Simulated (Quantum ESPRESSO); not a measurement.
CdO is taken in the cubic space group Fm-3m (No. 225), the rock salt structure, Pearson symbol cF8. Cell: a = b = c = 4.7220 Å, α = β = γ = 90.00°. O on 4b has 6 Cd at 2.361 Å (octahedral). Cd on 4a is surrounded by 6 O at 2.361 Å (octahedral). (Neighbours: up to the widest gap in distance over summed covalent radii, below 1.35, at either atom; cation-cation contacts left out.)
(The calculation used a cell of 2 atoms; values per cell refer to that cell.)

The geometry is that of Materials Project entry mp-1132, symmetrised and not relaxed again.

Question: What does norm-conserving PBEsol (Quantum ESPRESSO, 102 Ry, no spin-orbit coupling) give for the electronic structure near the Fermi level?

Answer: At this level the gap is closed or nearly so: along the path the highest valence and lowest conduction bands touch, or overlap by less than 0.6 eV, a zero-gap or semimetallic result; the valence top lies at L, the conduction bottom at Γ, 0.52 eV lower. Semilocal functionals close the gaps of some narrow-gap semiconductors, so this alone doesn't show that the compound has none. Spin-orbit splittings are left out.
